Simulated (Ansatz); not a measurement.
**LiPdH: how the energy converges with the cutoff**

LiPdH, P4/mmm, a = 2.779 Å, c = 3.904 Å. The structure is a Materials Project entry; whether it is the stable form wasn't checked. Ansatz: PBEsol, PAW, cutoff varied, Γ-centred 16×16×12 mesh on 3 atoms, Gaussian smearing 0.10 eV; no spin polarisation. Single points at one geometry, the cutoff alone changed; ΔE is the energy at zero smearing over the run at 500 eV. The runs up to 350 eV lie under the cutoff recommended for these PAW datasets.

| cutoff (eV) | ΔE (meV/atom) |
| --- | --- |
| 250 | 637.14 |
| 300 | ? |
| 350 | 7.09 |
| 420 | 1.14 |

Question: Assume ΔE falls exponentially with the cutoff, fit y = ln ΔE against x, the cutoff in eV, to the other rows, and predict the missing value.

Answer: y = 6.457, 1.959, 0.131. Means x = 340.0, y = 2.8490; Σ(Δx)² = 14600, ΣΔxΔy = -551.1; the slope is their ratio. y = 15.68 − 0.03774 x, a factor of ten per 61 eV. At 300 eV this gives ΔE = 78.10 meV/atom. The run gave 79.01, a ratio of 0.99. Between neighbouring rows the decay runs from a factor of ten per 48 eV to one per 88 eV, so one exponential is only a rough guide. The fast fall gives way to a slow tail, so a fit to low cutoffs promises convergence too early.